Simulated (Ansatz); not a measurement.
Relaxed-ion elastic tensor of Os (fcc (Cu type), Fm-3m) in GPa (Voigt order), LDA (plane waves, PAW; program Ansatz); density 22.99 g/cm³, 13.74 Å³ per atom.

```
677  324  324  0.0  0.0  0.0
324  677  324  0.0  0.0  0.0
324  324  677  0.0  0.0  0.0
0.0  0.0  0.0  354  0.0  0.0
0.0  0.0  0.0  0.0  354  0.0
0.0  0.0  0.0  0.0  0.0  354
```

Q: Is the crystal mechanically stable?

A: Yes: the smallest eigenvalue of C is 353 GPa.

Q: Work out the Voigt, Reuss and Hill averages.

A: K_V = 441, K_R = 441, K_H = 441; G_V = 283, G_R = 253, G_H = 268 GPa.

Q: Give Young's modulus, Poisson's ratio, Pugh's ratio and the universal anisotropy index.

A: E = 9KG/(3K + G) = 668 GPa; ν = 0.25; K/G = 1.65 (brittle by the Pugh limit of 1.75); A_U = 5G_V/G_R + K_V/K_R − 6 = 0.60.

Q: Estimate the sound speeds and the Debye temperature.

A: v_l = √((K + 4G/3)/ρ) = 5890 m/s, v_t = √(G/ρ) = 3410 m/s, mean 3790 m/s; Θ = (h/k)(3n/4πV)^(1/3) v_m = 471 K.

Q: Give the Zener ratio and Young's modulus along [100], [110] and [111].

A: A = 2C44/(C11 − C12) = 2.01; 1/E = S11 − 2(S11 − S12 − S44/2)Γ with Γ = 0, 1/4, 1/3 gives 467, 700, 838 GPa.

The workflow started from an entry of the Crystallography Open Database (COD), which files this formula under 2 space groups. It is not the phase usual at ambient conditions (space group No. 194). The LDA relaxation kept the symmetry of its start; its stability against distortions is not shown here. No spin polarisation was allowed. As this level gives no gap, shear constants depend on the k-mesh and smearing (Fermi–Dirac, 0.1 eV here). Scalar-relativistic: spin–orbit coupling is off unless named, which matters more the heavier the elements.

Potentials: the later of the program's two PAW sets.
